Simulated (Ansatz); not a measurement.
## LiH: the functional and the phonons

LiH in the rock-salt structure, in a typed cell, not relaxed.

```
Li H
1.0
     0.00000    2.00500    2.00500
     2.00500    0.00000    2.00500
     2.00500    2.00500    0.00000
Li H
1 1
Direct
  0.00000 0.00000 0.00000
  0.50000 0.50000 0.50000
```

Computed with Ansatz (plane-wave DFT, scalar-relativistic): PBE; all-electron PAW datasets (no frozen core) at 270 eV; k mesh 6×6×6; fixed occupations; no spin. Harmonic phonons by linear response, frequencies in cm⁻¹, imaginary ones marked i; at Γ the three translations are left out and no LO–TO term is added.

Caveats: coarse k mesh; the program warns that the mesh is coarse for the field response.

At 8.06 Å³ an atom it gives top Γ mode (cm⁻¹) 578; lowest mode at X = [0.5, 0, 0.5] (cm⁻¹) 312; top mode at X = [0.5, 0, 0.5] (cm⁻¹) 1031.

**Question.** Repeat with r2SCAN in the same cell, on the same kind of potentials and mesh (r2SCAN by finite displacements). What changes?

**Answer.** 
```csv
functional,cutoff (eV),volume (Å³/atom),top Γ mode (cm⁻¹),"lowest mode at X = [0.5, 0, 0.5] (cm⁻¹)","top mode at X = [0.5, 0, 0.5] (cm⁻¹)"
r2SCAN in the same cell,2400,8.06,601,318,1070
```
